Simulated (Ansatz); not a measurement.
Given:

TaN (rock salt)

```cif
data_NTa
_chemical_formula_sum 'N1 Ta1'
_space_group_name_H-M_alt 'P 1'
_space_group_IT_number 1
_cell_length_a 3.09402
_cell_length_b 3.09402
_cell_length_c 3.09402
_cell_angle_alpha 60.000
_cell_angle_beta 60.000
_cell_angle_gamma 60.000
loop_
_space_group_symop_operation_xyz
  'x, y, z'
loop_
_atom_site_label
_atom_site_type_symbol
_atom_site_fract_x
_atom_site_fract_y
_atom_site_fract_z
_atom_site_occupancy
N1 N 0.00000 0.00000 0.00000 1
Ta1 Ta 0.50000 0.50000 0.50000 1
```

The volume is varied about the relaxed value V₀ at fixed cell shape. Symmetry pins the atoms to their sites.

Method: PBEsol (plane waves to 420 eV, PAW, scalar-relativistic; Ansatz, a program for electronic structure). k mesh 18×18×18 (Γ-centred), Fermi-Dirac smearing 0.05 eV. Energies are smeared free energies. Stress and pressure are positive under compression. Spin-orbit coupling is left out, though Ta is heavy. TaN is run without spin polarisation. TaN was relaxed with its symmetry unable to fall. This is a high-temperature form of TaN. The zero of ΔE is the relaxed starting cell.

The scan covers V/V₀ from 0.840 to 1.160 in 11 points.

What is ΔE at V/V₀ = 0.840?

408 meV/atom.

What pressure does the cell carry at V/V₀ = 0.840?

91.2 GPa.

What is ΔE at V/V₀ = 1.160?

228 meV/atom.

(A scan under strain: stresses follow from slopes of the energy per volume, elastic moduli from its curvatures.)
